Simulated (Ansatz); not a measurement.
MoSe2 in space group P4_2/mnm (No. 136; Mo on 2a, Se on 4f), PBE (plane waves, PAW; program Ansatz), all energies at zero smearing, with the estimated change up to a 700 eV cutoff added, with one set of potentials and settings (totals compare only within such a set). Cell of 6 atoms (2 Mo, 4 Se): -31789.789 eV.

| element | reference phase | E (eV/atom) |
|---|---|---|
| Mo | Im-3m, 1 atoms in the cell | -4956.0212 |
| Se | P3_121, 3 atoms in the cell | -5469.0798 |

Formation energy per atom, worked out: (-31789.789 − 2×(-4956.0212) − 4×(-5469.0798))/6 = -0.238 eV/atom (-23 kJ per mol of atoms), at 0 K, without zero-point energy or fitted corrections.

The cell is a constructed one: a structure type filled with these elements; neither database checked (COD, Materials Project) lists it. It is not the phase usual at ambient conditions (space group No. 194). The PBE relaxation kept the symmetry of its start; whether a distortion lowers the energy is not shown. No spin polarisation was allowed. The references are the lowest solids computed at this level, not always the standard phases.

Potentials: the later of the program's two PAW sets.
